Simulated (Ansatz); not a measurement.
The elements of this relaxed trial crystal are hidden behind letters.

```
lattice vectors (Å)
   6.8940    0.0000    0.0000
  -3.4470    5.9704    0.0000
   0.0000    0.0000    4.2697
fractional positions
X 0.5000 0.0000 0.0000
X 0.0000 0.5000 0.0000
X 0.5000 0.5000 0.0000
Z 0.3333 0.6667 0.5000
Z 0.6667 0.3333 0.5000
```

Method: Ansatz 0.2.0, DFT PBE, scalar-relativistic, plane waves, PAW. Cutoff 420 eV, Γ-centred 6×6×10 mesh (5-atom cell), Gaussian smearing of 0.10 eV, collinear spin.

| Property | Result |
| --- | --- |
| Space group | P6/mmm (No. 191) |
| Conventional cell | a = 6.894 Å, c = 4.270 Å |
| Volume per atom | 35.15 Å³ |
| Density | 3.69 g/cm³ |
| Energy over the elements | −0.40 eV/atom |
| Gap on the 6×6×10 mesh of the 5-atom cell | 0 eV (a metal) |
| Net moment per atom | 0.34 μB |

Energies are uncorrected and count from the elements' standard states at the same level.

Q: X is a d-block element of period 4 and Z is a p-block element of period 5. Which elements are they?

A: X = Sc, Z = Te, so the formula is Sc3Te2. Density times volume gives a mean mass of 3.69 × 35.15/1.6605 = 78.1 u per atom, and this set has 78.0 u. Around Sc lie 4 Te at 2.92 Å and 4 Sc at 3.45 Å; Te has 6 Sc at 2.92 Å. Other sets within the hints have nearly the same mass, so mass alone doesn't settle it; this one was computed.

These runs have no spin–orbit coupling, which can matter for Te. The magnetic state reached may not be the lowest. Symmetry constrained the relaxation, so the result can be a saddle point. Another cell of Sc3Te2 relaxed alike but without spin, in P-6m2, lies 251 meV/atom lower, so this cell isn't the stable form at this level.
